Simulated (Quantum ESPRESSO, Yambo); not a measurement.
Quasiparticle gap of NaOH monolayer

```
CELL_PARAMETERS angstrom
      3.37172     0.00000     0.00000
      0.00000     3.37172     0.00000
      0.00000     0.00000    18.10000
ATOMIC_POSITIONS crystal
  H  0.00000 0.00000 0.87423
  H  0.50000 0.50000 0.12577
  O  0.00000 0.00000 0.92759
  O  0.50000 0.50000 0.07241
  Na 0.00000 0.00000 0.05484
  Na 0.50000 0.50000 0.94516
```

The layer was cut from Materials Project entry mp-23891 and relaxed with PBEsol in a cell 18.1 Å high, with the Coulomb interaction truncated along z.

Starting point: PBEsol (Quantum ESPRESSO, PseudoDojo norm-conserving, 88 Ry, without SOC). G0W0 in Yambo: 6×6×1 Γ-centred k mesh, bands 3 to 136 and a 7 Ry block in the screening, 136 bands in G with the Bruneval-Gonze terminator, plasmon pole fitted at 27.2 eV, slab-truncated Coulomb interaction, stochastic integration of W near q = 0.

```
Quantity                                            Result
-------------------------------------------------  -------
PBEsol gap along the band path                     2.82 eV
PBEsol gap between the mesh's edge points (Γ → Γ)  2.82 eV
G0W0 gap between the same points                   6.12 eV
```

```tsv
k point	band	E PBEsol (eV)	E QP (eV)	shift (eV)	Z
Γ	VB	0.00	-2.23	-2.23	0.81
Γ	CB	2.82	3.89	1.08	0.93
X	VB	-0.07	-2.32	-2.25	0.81
X	CB	5.89	7.42	1.53	0.92
M	VB	-0.88	-3.35	-2.47	0.81
M	CB	8.26	10.34	2.08	0.90
```

Energies count from the PBEsol valence-band maximum.

Nearest settings tried, and what they do to the gap: 88 bands in G: -5 meV; 88 bands in W, 88 bands in G: -1 meV; 6 Ry block (367 vectors against 449): -10 meV; 4×4×1 mesh: -42 meV. Not varied: cell height. So the settings aren't converged at that level.

This is a model layer cut from the bulk structure; whether it is stable on its own was not checked.
